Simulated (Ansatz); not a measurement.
ZnSe (zinc blende, space group No. 216), a = 5.6653 Å, b = 5.6653 Å, c = 5.6653 Å, α = 90.00°, β = 90.00°, γ = 90.00°; the cell used has 2 atoms.

Relaxed with r²SCAN.

### Question
Tabulate the valence density and the electron localisation function along the shortest Se–Zn contact (2.45 Å), r²SCAN in the plane-wave PAW code Ansatz.

### Answer


| distance from Se (Å) | density (e/Å³) | ELF |
|---|---|---|
| 0.25 | 26.11 | 0.19 |
| 0.37 | 13.81 | 0.36 |
| 0.49 | 6.34 | 0.57 |
| 0.61 | 2.86 | 0.73 |
| 0.74 | 1.45 | 0.81 |
| 0.86 | 0.92 | 0.83 |
| 0.98 | 0.71 | 0.83 |
| 1.10 | 0.57 | 0.78 |
| 1.23 | 0.47 | 0.62 |
| 1.35 | 0.42 | 0.37 |
| 1.47 | 0.45 | 0.22 |
| 1.59 | 0.59 | 0.18 |
| 1.72 | 0.94 | 0.14 |
| 1.84 | 1.83 | 0.07 |
| 1.96 | 4.43 | 0.02 |
| 2.09 | 11.19 | 0.00 |
| 2.21 | 23.94 | 0.00 |

The density is the valence pseudo-density with augmentation charge, so density and ELF within about 1 Å of a nucleus are not all-electron values.

Space group F-43m (zinc blende). The r²SCAN relaxation kept the symmetry of its start.

Potentials: the later of the program's two PAW sets.
